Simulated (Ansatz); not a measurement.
# From a trial cell to the properties of LaP in the rocksalt structure

**The experiment.** The Crystallography Open Database holds a cell as deposited of cubic LaP (space group Fm-3m), temperature not stated (1991): a = 6.025 Å, 27.34 Å³/atom.

The computed numbers are results of PBEsol, scalar-relativistic (no spin polarisation) in the plane-wave PAW code Ansatz at 420 eV, 10×10×10 k-mesh, Gaussian smearing of 0.05 eV. The datasets are Ansatz's generated set soft_2.

The start was a prototype's sites filled with these elements; the Crystallography Open Database holds the compound in this structure.

The first cell, 1 % over the database's volume:

```
CELL_PARAMETERS angstrom
0.00000 3.02251 3.02251
3.02251 0.00000 3.02251
3.02251 3.02251 0.00000
ATOMIC_POSITIONS crystal
La 0.50000 0.50000 0.50000
P 0.00000 0.00000 0.00000
```

The first steps of the search for zero pressure:

```
run   level    k-mesh        kind  V (Å³/atom)  P (GPa)  gap on the mesh (eV)
  1  PBEsol  10×10×10  fixed cell        27.61     -2.4                 metal
```

(1) At which volume does PBEsol reach zero pressure?

Answer:

(1) 26.71 Å³/atom, about 3.3 % under the start.

The steps that followed:

```
run   level    k-mesh        kind  V (Å³/atom)  P (GPa)  E − E(final) (meV/atom)  gap on the mesh (eV)
  2  PBEsol  10×10×10  fixed cell        27.17     -1.3                      1.9                 metal
  3  PBEsol  10×10×10  fixed cell        26.71      0.0                      0.0                 metal
```

The cell is relaxed to zero pressure at this level.

The final structure (symmetry read at 0.01 Å). It takes space group Fm-3m (No. 225, cubic). The conventional cell has a = 5.979 Å, b = 5.979 Å, c = 5.979 Å, α = 90.00°, β = 90.00°, γ = 90.00°. Around La (site symmetry m-3m) lie 6 P at 2.99 Å. P (site symmetry m-3m) has 6 La at 2.99 Å as nearest neighbours. (Shells end 15 % past the nearest neighbour.)

```tsv
atom	site	symmetry	x	y	z
La	4b	m-3m	0.5000	0.0000	0.0000
P	4a	m-3m	0.0000	0.0000	0.0000
```

At the final geometry the gap, band path included, is zero (metallic). The equation of state gives B0 = 77 GPa and B0′ = 4.4. Against the elements' standard states, run alike and uncorrected, the formation energy is -1.56 eV/atom. 

**Reading the result.**

Formal charges La³⁺, P³⁻ balance and leave closed shells on every ion, yet the run finds no gap: the anions' valence bands overlap the cations' empty bands by 0.2 eV on the mesh. Semilocal functionals make gaps too small, by up to about 1 eV in such compounds, so the real crystal may have a narrow gap or be a semimetal.

**Against experiment.** PBEsol gives 5.979 Å and 26.71 Å³/atom, −2.3 % in volume (−0.8 % in length) from the database's cell. PBEsol was built to cure PBE's overestimate of volumes, and the static lattice lacks thermal expansion. The database's entry may also be off.

Scalar-relativistic only: spin–orbit splittings of the heavy atoms' levels are missing.
